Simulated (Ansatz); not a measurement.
Si:
```cif
data_Si136
_chemical_formula_sum 'Si136'
_space_group_name_H-M_alt 'Fd-3m :1'
_space_group_IT_number 227
_space_group_name_Hall 'F 4d 2 3 -1d'
_cell_length_a 14.74357
_cell_length_b 14.74357
_cell_length_c 14.74357
_cell_angle_alpha 90.000
_cell_angle_beta 90.000
_cell_angle_gamma 90.000
loop_
_atom_site_label
_atom_site_type_symbol
_atom_site_symmetry_multiplicity
_atom_site_Wyckoff_symbol
_atom_site_fract_x
_atom_site_fract_y
_atom_site_fract_z
_atom_site_occupancy
Si1 Si 8 a 0.00000 0.00000 0.00000 1
Si2 Si 32 e 0.36032 0.36032 0.36032 1
Si3 Si 96 g 0.05866 0.05866 0.25289 1
```
(The calculation used a cell of 34 atoms; values per cell refer to that cell.)

Relaxed with DFT-PBE in the program Ansatz with PAW potentials. Indices refer to the conventional cell of Fd-3m, a = 14.744 Å, b = 14.744 Å, c = 14.744 Å, α = 90.00°, β = 90.00°, γ = 90.00°.

Task: Simulate the powder diffraction pattern (Co Kα, λ = 1.79026 Å; lines above 1 %) up to 2θ = 90°.

Result: Simulated powder pattern, Co Kα, λ = 1.79026 Å (kinematic, ideal powder, no thermal factors, no anomalous dispersion; the 30 strongest lines at most, above 1 %, up to 2θ = 90°):

| 2θ (°) | d (Å) | I/Imax (%) | hkl |
|---|---|---|---|
| 12.07 | 8.512 | 94 | (111) |
| 19.78 | 5.213 | 60 | (220) |
| 23.23 | 4.445 | 2.5 | (311) |
| 24.28 | 4.256 | 56 | (222) |
| 28.11 | 3.686 | 7.3 | (400) |
| 34.61 | 3.010 | 24 | (422) |
| 36.78 | 2.837 | 100 | (333)+(511) |
| 40.17 | 2.606 | 35 | (440) |
| 42.10 | 2.492 | 7.4 | (531) |
| 45.16 | 2.331 | 5.2 | (620) |
| 46.92 | 2.248 | 6.0 | (533) |
| 47.50 | 2.223 | 13 | (622) |
| 49.75 | 2.128 | 2.0 | (444) |
| 51.39 | 2.065 | 63 | (551)+(711) |
| 55.59 | 1.919 | 14 | (731)+(553) |
| 59.60 | 1.801 | 9.8 | (733) |
| 62.02 | 1.738 | 81 | (822)+(660) |
| 63.44 | 1.702 | 8.2 | (555)+(751) |
| 63.91 | 1.691 | 7.3 | (662) |
| 65.78 | 1.648 | 19 | (840) |
| 67.16 | 1.618 | 8.4 | (753)+(911) |
| 67.62 | 1.609 | 2.0 | (842) |
| 70.78 | 1.546 | 1.8 | (931) |
| 73.01 | 1.505 | 3.6 | (844) |
| 74.33 | 1.482 | 9.4 | (933)+(771) |
| 77.81 | 1.425 | 16 | (773)+(951) |
| 78.24 | 1.419 | 2.7 | (10 2 2)+(666) |
| 83.38 | 1.346 | 2.6 | (10 4 2) |
| 84.65 | 1.329 | 6.9 | (11 1 1)+(775) |
| 88.04 | 1.288 | 12 | (955)+(11 3 1) |

The first step of the workflow began from a Materials Project structure, measured or hypothetical. Its sites differ from those of the usual phase in this space group: another stacking or structure type. Symmetry was held in the PBE relaxation; whether a distortion lowers the energy is not shown.

Potentials: the earlier of the program's two PAW sets.
